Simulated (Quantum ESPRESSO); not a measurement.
# Kohn-Sham bands of Rb$_{2}$HgF$_{4}$ (I4/mmm)

```xyz
7
Lattice="0.0000 -4.5832 0.0000 4.5832 0.0000 0.0000 -2.2916 2.2916 6.8831" Properties=species:S:1:pos:R:3 pbc="T T T"
Rb     2.2916    -2.2916    -1.9391
Rb    -2.2916     2.2916     1.9391
Hg     0.0000     0.0000     0.0000
F      0.0000     0.0000     2.2555
F      0.0000     0.0000    -2.2555
F      2.2916     0.0000     0.0000
F      0.0000    -2.2916     0.0000
```

Structure: Materials Project mp-8962, symmetrised, not relaxed again. Not found in the COD (Crystallography Open Database) copy used; not checked further. Level: LDA, no spin polarisation, no spin-orbit coupling; pw.x of Quantum ESPRESSO at 68 Ry with PseudoDojo potentials, 4×4×4 k-points, Wannier90. Density: 8×8×8 mesh, cold smearing 0.01 Ry. Spin-orbit coupling is left out although heavy elements are present.

Problem. List the Kohn-Sham levels between −8 and 4.7 eV relative to the valence-band maximum at the high-symmetry points, as a band run of pw.x on that density gives them (levels within 2 meV counted together).

Solution. 
```csv
point,k (reciprocal lattice),levels (eV)
Γ,0.000 0.000 0.000,"-5.02, -4.38 (×2), -4.25, -3.91 (×2), -3.73, -3.27, -2.61, -2.56 (×2), -2.17, -1.87 (×2), -1.86, -1.69 (×2), 1.66"
X,-0.500 0.500 0.000,"-6.20, -6.20, -5.05, -4.80, -4.72, -4.70, -2.66, -2.26, -2.10, -2.05, -2.04, -2.02, -1.96, -1.72, -1.63, -0.31, 0.00"
P,-0.500 0.500 0.250,"-6.20, -6.20, -4.94, -4.90, -4.71 (×2), -2.70, -2.26, -2.09 (×2), -1.98 (×3), -1.68 (×2), -0.31, 0.00"
N,0.000 0.500 0.000,"-6.18, -5.00, -4.83, -4.63, -4.43, -3.83, -3.02, -2.89, -2.72, -2.29, -2.12, -2.12, -2.10, -1.98, -1.79, -1.72, -0.25, 3.65"
M,0.000 0.000 0.500,"-5.05, -4.39 (×2), -4.25, -3.90 (×2), -3.73, -3.06, -2.61, -2.58 (×2), -2.41, -1.96, -1.92 (×2), -1.63 (×2), 2.16"
S,0.000 0.445 0.278,"-6.15, -5.00, -4.83, -4.62, -4.43, -3.83, -2.92, -2.91, -2.75, -2.33, -2.14, -2.13, -2.11, -1.97, -1.78, -1.71, -0.27, 3.60"
S_0,0.000 0.555 -0.278,"-6.15, -5.00, -4.83, -4.62, -4.43, -3.83, -2.92, -2.91, -2.75, -2.33, -2.14, -2.13, -2.11, -1.97, -1.78, -1.71, -0.27, 3.60"
R,-0.445 0.555 -0.055,"-6.17, -6.15, -5.03, -4.80, -4.71, -4.70, -2.66, -2.28, -2.10, -2.07, -2.05, -2.04, -1.96, -1.73, -1.63, -0.32, -0.08, 4.56"
G,-0.445 0.445 0.500,"-6.17, -6.15, -5.03, -4.80, -4.71, -4.70, -2.66, -2.28, -2.10, -2.07, -2.05, -2.04, -1.96, -1.73, -1.63, -0.32, -0.08, 4.56"
```
